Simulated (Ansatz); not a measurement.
Task: Each is relaxed and computed with DFT-PBE in the program Ansatz with PAW potentials. Which is the only one with a gap?
A. MgO, P4_2/mmc (Mg on 2c, O on 2e)
B. BiB, P4_2/mmc (B on 2c, Bi on 2e)
C. AlP, P4_2/mmc (Al on 2c, P on 2e)
D. SiGe, P4_2/mmc (Ge on 2c, Si on 2e)

Result: A, MgO, P4_2/mmc (Mg on 2c, O on 2e). MgO: gap 1.16 eV (indirect); AlP: metal; BiB: metal; SiGe: metal. Constructed cells (a structure type filled with these elements, in neither database checked): MgO, P4_2/mmc (Mg on 2c, O on 2e); AlP, P4_2/mmc (Al on 2c, P on 2e); BiB, P4_2/mmc (B on 2c, Bi on 2e); SiGe, P4_2/mmc (Ge on 2c, Si on 2e). Not the usual ambient phase: MgO, P4_2/mmc (Mg on 2c, O on 2e); AlP, P4_2/mmc (Al on 2c, P on 2e). Unstable at this level: MgO, P4_2/mmc (Mg on 2c, O on 2e). All cells were relaxed under the symmetry of their starts (and spin orders); stability against distortions was not tested throughout. Scalar-relativistic: spin–orbit coupling is off unless named, which matters more the heavier the elements.

Potentials: the later of the program's two PAW sets.
